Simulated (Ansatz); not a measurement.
## Is this NiF structure a true minimum?

The cell was found from a structure generator's guess, not taken from experiment.

All numbers below come from DFT PBE, scalar-relativistic, plane waves, PAW (Ansatz 0.2.0). Settings: cutoff 420 eV, Γ-centred mesh 24×24×16 on the computed 2-atom cell, Gaussian smearing of 0.10 eV; collinear spin from starting moments 0.6 0.0 μB.

The cell below (2 atoms, space group P6/mmm (No. 191)) is relaxed within its symmetry.

```
Ni F
1.0
     2.69022    0.00000    0.00000
    -1.34511    2.32980    0.00000
     0.00000    0.00000    3.66614
Ni F
1 1
Direct
  0.00000 0.00000 0.50000
  0.00000 0.00000 0.00000
```

For the test a repeat of it with 4 atoms (edges 2.69, 3.67, 4.66 Å) was strained at random (σ = 1.5 % a component), the atoms were moved at random (σ = 0.05 Å), and all was relaxed again on a coarse 8×6×6 mesh (in the run’s order of axes) with 0.20 eV smearing, with no symmetry imposed.

No Hubbard U is applied to the open shell of Ni. Another magnetic order may lie lower.

Task: Does it come back?

Result: It returns, within 1 meV/atom of the unmoved cell on that mesh and with the same symmetry when read at 0.1 Å (P-1 at 0.01 Å, so small strains and shifts remain). No instability shows in this cell; modes of other wave vectors, which need another repeat, aren't tested.
